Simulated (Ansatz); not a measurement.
Trial structures of Zn3C: starts and ends

Computed with Ansatz 0.2.0, DFT PBE, scalar-relativistic, plane waves, PAW. Settings: cutoff 420 eV, Γ-centred meshes spaced at most about 0.3 Å⁻¹, and about 0.25 Å⁻¹ or finer for metals (2π included), Gaussian smearing. No spin polarisation in the final relaxations.

Each guess was relaxed in cell and atoms at zero pressure, within the symmetry of its start. Temperature and zero-point effects are left out. Coordination counts Zn atoms around C (those within 1.25 times the shortest such distance or 1.15 times the sum of covalent radii; the shortest distance is added where it is long for a bond).

```
guess    made from  start group  V start (Å³/atom)             end group  V end (Å³/atom)  coordination at the end  gap on mesh (eV)  E over the lowest end (meV/atom)
    1   HoAl3 type        Pm-3m               14.9  Pm-3m (Cu3Au (L1_2))             12.7          C 12 from 2.6 Å                 0                               250
    2  random cell        Im-3m               15.1                 Im-3m             14.6           C 6 from 2.4 Å                 0                               399
    3   Pm3Pr type     P6_3/mmc               18.9              P6_3/mmc             14.5                      C 6                 0                                 0
    4   Cd3Ag type        P-6m2               12.4                     ?                ?                        ?                 ?                                 ?
```

Guess 4 as it starts:

```
CELL_PARAMETERS angstrom
2.63995 0.00000 0.00000
-1.31997 2.28626 0.00000
0.00000 0.00000 8.20151
ATOMIC_POSITIONS crystal
Zn 0.00000 0.00000 0.50000
Zn 0.66667 0.33333 0.23781
Zn 0.66667 0.33333 0.76219
C 0.00000 0.00000 0.00000
```

Problem. Predict the end of this guess and its energy over the lowest end.

Solution. It ends in space group P-6m2 (No. 187), with a = 3.099 Å, c = 6.592 Å, 13.7 Å³/atom and no gap; its coordination is C 6. It lies 65 meV/atom over the lowest end, above guess 3 and below guess 1. Counting Zn atoms around C, this end and the lowest (guess 3) both have C 6.

```
Zn C
1.0
     3.09935    0.00000    0.00000
    -1.54968    2.68412    0.00000
     0.00000    0.00000    6.59246
Zn C
3 1
Direct
  0.00000 0.00000 0.50000
  0.66667 0.33333 0.18541
  0.66667 0.33333 0.81459
  0.00000 0.00000 0.00000
```

Formation energies are uncorrected and refer to the elements' standard structures at the same level.

Problem. Is the lowest end bound against the elements?

Solution. No: its formation energy is +0.79 eV/atom. It can't be a ground state, since the elements alone are lower.

The reference form of C is held partly by dispersion forces, which this level lacks. Cells relaxed within their symmetry can be saddle points. A lower structure may well exist outside this small set. Some candidate types were left out of the draw beforehand, so a known form may be missing.
